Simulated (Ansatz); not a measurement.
Relaxed TiTe2 (CdI2 type):

```yaml
crystal:
  lattice:
    - [7.56852, 0.00000, 0.00000]
    - [-1.89213, 3.27727, 0.00000]
    - [0.00000, 0.00000, 6.60280]
  atoms:
    - { symbol: Ti, position: [0.00000, 0.00000, 0.00000] }
    - { symbol: Ti, position: [0.50000, 0.00000, 0.00000] }
    - { symbol: Te, position: [0.16667, 0.66667, 0.25687] }
    - { symbol: Te, position: [0.66667, 0.66667, 0.25687] }
    - { symbol: Te, position: [0.33333, 0.33333, 0.74313] }
    - { symbol: Te, position: [0.83333, 0.33333, 0.74313] }
```

Computed with r2SCAN+rVV10 (plane waves to 500 eV, PAW, scalar-relativistic; Ansatz, a quantum-chemistry and plane-wave program). k mesh 11×11×6 (Γ-centred), Fermi-Dirac smearing 0.05 eV. With partly filled bands, energies and forces of such displacements shift with the k mesh and the smearing. Spin-orbit coupling is left out, though Te is heavy. The PAW data are Ansatz's earlier set. TiTe2 is run without spin polarisation. TiTe2 was relaxed with its symmetry unable to fall.

One atom of the cell was then moved (with its periodic images), all else fixed, and the forces (eV/Å) came out as:

| atom | Fx | Fy | Fz |
|---|---|---|---|
| Ti1 | 0.085 | 0.009 | 0.118 |
| Ti2 | 0.288 | 0.073 | -0.270 |
| Te3 | -0.929 | -0.238 | 0.142 |
| Te4 | 0.325 | 0.145 | 0.001 |
| Te5 | 0.047 | 0.003 | -0.026 |
| Te6 | 0.184 | 0.007 | 0.035 |

Q: Which atom was moved, and by which vector (Å)?

A: Te3, by (0.17, 0.00, 0.00), 0.17 Å in all.

(A displaced cell: forces are minus the slopes of the energy, force constants its curvatures, and phonons follow from these.)
